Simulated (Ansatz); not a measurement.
Ansatz 0.2.0, vacancy hop by nudged elastic band: AlRu

The input file (Ansatz 0.2.0, plane waves):

```yaml
crystal:
  lattice:
    - [6.01711, 0.0, 0.0]
    - [0.0, 6.01711, 0.0]
    - [0.0, 0.0, 6.01711]
  atoms:
    - { symbol: Ru, position: [0.24990082, 0.24848543, 0.2551731] }
    - { symbol: Al, position: [0.00481357, 0.00094657, -0.0002018] }
    - { symbol: Ru, position: [0.24807698, 0.25270083, 0.75348229] }
    - { symbol: Ru, position: [0.25417762, 0.75344414, 0.24446866] }
    - { symbol: Al, position: [-0.00171093, 0.49926126, -0.00143005] }
    - { symbol: Ru, position: [0.25042247, 0.74801976, 0.75064281] }
    - { symbol: Al, position: [0.00176766, 0.49931981, 0.49695688] }
    - { symbol: Ru, position: [0.74908535, 0.24889965, 0.24725863] }
    - { symbol: Al, position: [0.4983313, 0.0081766, 0.00053794] }
    - { symbol: Ru, position: [0.75050705, 0.25386812, 0.74691903] }
    - { symbol: Al, position: [0.49810831, -0.00054444, 0.49954545] }
    - { symbol: Ru, position: [0.74917871, 0.75194143, 0.25330184] }
    - { symbol: Al, position: [0.49976418, 0.49925417, 0.00075865] }
    - { symbol: Ru, position: [0.74981432, 0.75283022, 0.7499925] }
    - { symbol: Al, position: [0.49956832, 0.50173623, 0.4998813] }
kpoints:
  mp_grid: { grid: [2, 2, 2] }
magnetization:
  spin_polarized: false
scf:
  occupations: { method: fermi_dirac, width: 0.1 }
hamiltonian:
  pseudopotentials: { kind: paw }
  xc: pbe
basis:
  ecutwfc: 420
neb:
  images: 5
  relax_end_points: true
  climbing: true
  f_tol: 0.1
  max_iterations: 40
  order_check: false
  final_atoms:
    - { symbol: Ru, position: [0.24990082, 0.24848543, 0.2551731] }
    - { symbol: Al, position: [0.00318503, 0.00193002, 0.4988385] }
    - { symbol: Ru, position: [0.24807698, 0.25270083, 0.75348229] }
    - { symbol: Ru, position: [0.25417762, 0.75344414, 0.24446866] }
    - { symbol: Al, position: [-0.00171093, 0.49926126, -0.00143005] }
    - { symbol: Ru, position: [0.25042247, 0.74801976, 0.75064281] }
    - { symbol: Al, position: [0.00176766, 0.49931981, 0.49695688] }
    - { symbol: Ru, position: [0.74908535, 0.24889965, 0.24725863] }
    - { symbol: Al, position: [0.4983313, 0.0081766, 0.00053794] }
    - { symbol: Ru, position: [0.75050705, 0.25386812, 0.74691903] }
    - { symbol: Al, position: [0.49810831, -0.00054444, 0.49954545] }
    - { symbol: Ru, position: [0.74917871, 0.75194143, 0.25330184] }
    - { symbol: Al, position: [0.49976418, 0.49925417, 0.00075865] }
    - { symbol: Ru, position: [0.74981432, 0.75283022, 0.7499925] }
    - { symbol: Al, position: [0.49956832, 0.50173623, 0.4998813] }
```

Launch command:

```bash
ansatz run input.yaml --threads 4 --pin off --max-ram 8192MiB --backend cpu --events-out ev --progress --plain --runs-dir out
```

Origin of the cell: a database entry, scaled a little.

The cell is 2×2×2 cells of AlRu with one Al taken out; atom 2 (Al) hops into the empty site, 3.00 Å away before the end points are relaxed. All atoms were shaken by about 0.02 Å first.

Output (shortened):

```
SCF iter   1: F=—  HF=-50799.998159 eV  Δρ=5.66e-3  dr2=7.01e-2  defer=6
SCF iter   2: F=—  HF=-50799.988389 eV  Δρ=2.51e-3  dr2=1.41e-2  defer=8
SCF iter   3: F=—  HF=-50799.986173 eV  Δρ=4.86e-4  dr2=5.88e-4  defer=8
SCF iter   4: F=—  HF=-50799.986135 eV  Δρ=9.19e-5  dr2=5.17e-5  defer=8
SCF iter   5: F=—  HF=-50799.985935 eV  Δρ=3.30e-5  dr2=6.75e-6  defer=8
SCF iter   6: F=—  HF=-50799.985934 eV  Δρ=1.04e-5  dr2=4.67e-7  defer=8
SCF iter   7: F=-50799.985934 eV  HF=-50799.985934 eV  Δρ=3.32e-6  dr2=7.86e-8
NEB iter   1: max|band force component| = 3.606e0 eV/Å  barrier→ = 4.6216 eV  barrier← = 4.6216 eV  Δτ_max = 0.2000 Å  (62 SCF iters)
NEB iter   2: max|band force component| = 2.092e-1 eV/Å  barrier→ = 2.5669 eV  barrier← = 2.5669 eV  CI = image 3  Δτ_max = 0.0155 Å  (41 SCF iters)
NEB iter   3: max|band force component| = 6.123e-2 eV/Å  barrier→ = 2.5625 eV  barrier← = 2.5625 eV  CI = image 3  Δτ_max = 0.0000 Å  (30 SCF iters)
--- NEB band (7 images, 3 band iterations, 133 SCF iterations, 38 more in tests of the images' electronic states and relaxations of end points) ---
  forward barrier  = 2.562498 eV
  backward barrier = 2.562501 eV
  lagrangian_above_aufbau_ev (what the smearing adds, to first order; not taken off the barriers): saddle image -0.166640 eV, end points -0.154899 and -0.154925 eV
  climbing image's point = of an order that was not read
  energies are F+E_penalty+E_count in eV, relative to image 0
  image     s (Å)  Δ vs image 0  max|band force component| (eV/Å)
      0    0.0000      0.000000                                 —
      1    0.5294      0.533057                          6.123e-2
      2    1.0588      1.831388                          3.486e-2
  *   3    1.5883      2.562498                          2.286e-2
      4    2.1177      1.831669                          3.502e-2
      5    2.6469      0.533469                          6.116e-2
      6    3.1763     -0.000002                                 —
```

The converged band:

```tsv
image	path over all atoms (Å)	ΔF (eV)	Al x	y	z (Å)
0	0.00	0.000	0.00	0.01	0.00
1	0.53	0.533	0.00	0.01	0.44
2	1.06	1.831	0.00	0.01	0.96
3	1.59	2.562	0.00	0.01	1.50
4	2.12	1.832	0.00	0.01	2.04
5	2.65	0.533	0.00	0.01	2.56
6	3.18	0.000	0.00	0.01	3.01
```

Relaxed start, forces in eV/Å:

```xyz
15
Lattice="6.017 0.000 0.000 0.000 6.017 0.000 0.000 0.000 6.017" Properties=species:S:1:pos:R:3:forces:R:3 pbc="T T T" image=0
Ru    1.489    1.496    1.519   -0.001    0.000    0.000
Al    0.001    0.007   -0.001   -0.001    0.000    0.000
Ru    1.489    1.495    4.495    0.000    0.001    0.001
Ru    1.489    4.536    1.519    0.000    0.000   -0.001
Al    0.000    3.016   -0.001    0.002    0.001    0.002
Ru    1.489    4.536    4.496   -0.001    0.001    0.000
Al    0.001    3.016    3.008    0.000   -0.004    0.000
Ru    4.530    1.495    1.520   -0.001    0.001   -0.001
Al    3.009    0.008   -0.001    0.000    0.000    0.000
Ru    4.530    1.495    4.495   -0.001    0.000   -0.001
Al    3.009    0.007    3.007    0.003    0.001    0.001
Ru    4.530    4.536    1.519    0.000    0.001    0.000
Al    3.009    3.016   -0.001    0.000   -0.002   -0.001
Ru    4.530    4.537    4.496    0.000    0.001   -0.001
Al    3.010    3.016    3.007   -0.002    0.000    0.000
```

Highest image (3), forces in eV/Å:

```xyz
15
Lattice="6.017 0.000 0.000 0.000 6.017 0.000 0.000 0.000 6.017" Properties=species:S:1:pos:R:3:forces:R:3 pbc="T T T" image=3
Ru    1.630    1.637    1.503   -0.023   -0.023    0.000
Al    0.000    0.008    1.503    0.000    0.000    0.000
Ru    1.420    1.427    4.512   -0.002   -0.002    0.000
Ru    1.630    4.395    1.503   -0.023    0.023    0.000
Al    0.000    3.016   -0.004    0.000    0.000    0.023
Ru    1.420    4.605    4.512   -0.002    0.002    0.000
Al    0.000    3.016    3.010    0.000    0.000   -0.023
Ru    4.388    1.637    1.503    0.023   -0.023    0.000
Al    3.009    0.008   -0.004    0.000    0.000    0.023
Ru    4.598    1.427    4.512    0.002   -0.002    0.000
Al    3.009    0.007    3.010    0.000    0.000   -0.022
Ru    4.388    4.395    1.503    0.023    0.023    0.000
Al    3.009    3.016   -0.203    0.000    0.000    0.006
Ru    4.598    4.605    4.512    0.002    0.002    0.000
Al    3.009    3.016    3.209    0.000    0.000   -0.006
```

Relaxed end, forces in eV/Å:

```xyz
15
Lattice="6.017 0.000 0.000 0.000 6.017 0.000 0.000 0.000 6.017" Properties=species:S:1:pos:R:3:forces:R:3 pbc="T T T" image=6
Ru    1.488    1.496    1.487    0.000   -0.001    0.001
Al    0.000    0.008    3.007    0.000    0.000    0.001
Ru    1.488    1.496    4.528    0.000    0.001    0.000
Ru    1.488    4.537    1.487    0.001    0.000    0.000
Al    0.000    3.016   -0.002    0.000    0.002    0.000
Ru    1.488    4.537    4.528    0.000   -0.002   -0.001
Al    0.000    3.016    3.007    0.000   -0.001    0.000
Ru    4.529    1.496    1.487    0.000    0.000   -0.001
Al    3.008    0.008   -0.001    0.001    0.000    0.000
Ru    4.529    1.496    4.528   -0.001    0.000   -0.001
Al    3.009    0.007    3.007    0.000    0.001    0.001
Ru    4.529    4.537    1.486   -0.001   -0.001    0.001
Al    3.009    3.016   -0.002    0.000    0.000    0.001
Ru    4.529    4.537    4.528    0.000    0.000   -0.001
Al    3.009    3.016    3.007   -0.001    0.000    0.000
```

Barrier of this path: 2.56 eV forwards, 2.56 eV backwards, after 3 band iterations.

Caveats: no moments, though an odd count or open d shells may carry them; the k mesh is coarse if the cell is a metal; a small cell with a neutral vacancy and no spin, whose shape can make like sites unlike; the cell is held at a rescaled volume, and strain moves barriers; the hop was drawn among near neighbours and need not be the easiest path; few images and a loose tolerance, and neither the top nor the ends were tested for their order.

Time: 76 s on 4 threads of Intel(R) Xeon(R) Platinum 8259CL CPU @ 2.50GHz (Skylake/Cascade Lake), on a shared host, peak memory 1.4 GiB, from the program's own first density.
